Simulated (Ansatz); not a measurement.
AlN (zinc blende)

```yaml
crystal:
  lattice:
    - [0.00000, 4.36954, 4.36954]
    - [2.18477, 2.18477, 4.36954]
    - [2.18477, 2.18477, 0.00000]
  atoms:
    - { symbol: N, position: [0.00000, 0.75000, 0.75000] }
    - { symbol: N, position: [0.50000, 0.75000, 0.75000] }
    - { symbol: Al, position: [0.00000, 0.00000, 0.00000] }
    - { symbol: Al, position: [0.50000, 0.00000, 0.00000] }
```

The atoms are displaced by Q × the pattern below (from a DFPT mode at X = (0.5, 0.5, 0.0), largest move 1; Q in Å), at fixed cell. It is one choice among 2 degenerate patterns. (q is in reciprocal vectors of the primitive cell; the cell shown is doubled to hold the pattern.)

| atom | x | y | z |
|---|---|---|---|
| N1 | 0.000 | 1.000 | 0.000 |
| N2 | 0.000 | -1.000 | 0.000 |
| Al3 | -0.339 | 0.000 | 0.000 |
| Al4 | 0.339 | 0.000 | 0.000 |

These are r2SCAN (plane waves to 500 eV, PAW, scalar-relativistic; Ansatz, a first-principles code) values and carry that method's errors. k mesh 13×13×13 (Γ-centred), Fermi-Dirac smearing 0.05 eV. E stands for the smeared free energy. AlN was relaxed with its symmetry unable to fall. The PAW data are Ansatz's earlier set. ΔE is measured from the undisplaced structure.

| Q (Å) | ΔE (meV/cell) |
|---|---|
| -0.180 | withheld |
| -0.150 | 636 |
| -0.120 | 406 |
| -0.090 | 228 |
| -0.060 | 101 |
| -0.030 | 25 |
| 0.000 | 0 |
| 0.030 | 25 |
| 0.060 | 101 |
| 0.090 | 228 |
| 0.120 | 406 |
| 0.150 | 636 |
| 0.180 | withheld |

Problem. Fit an even polynomial form (powers 2, 4) to the given rows and predict ΔE at Q = 0.180.

Solution. Least squares on the 11 given rows: ΔE = (28060)·Q² + (9182)·Q⁴, in meV/cell with Q in Å; root-mean-square residual 0.1 meV/cell. At 0.180 the fit gives 919 meV/cell; the calculation gives 918 meV/cell, so the extrapolation is off by 1 (+0.1 %). The quadratic term alone would give 909 meV/cell.

(For displaced atoms, the force is minus the slope of the energy, and its curvature is a force constant, which sets phonon frequencies.)
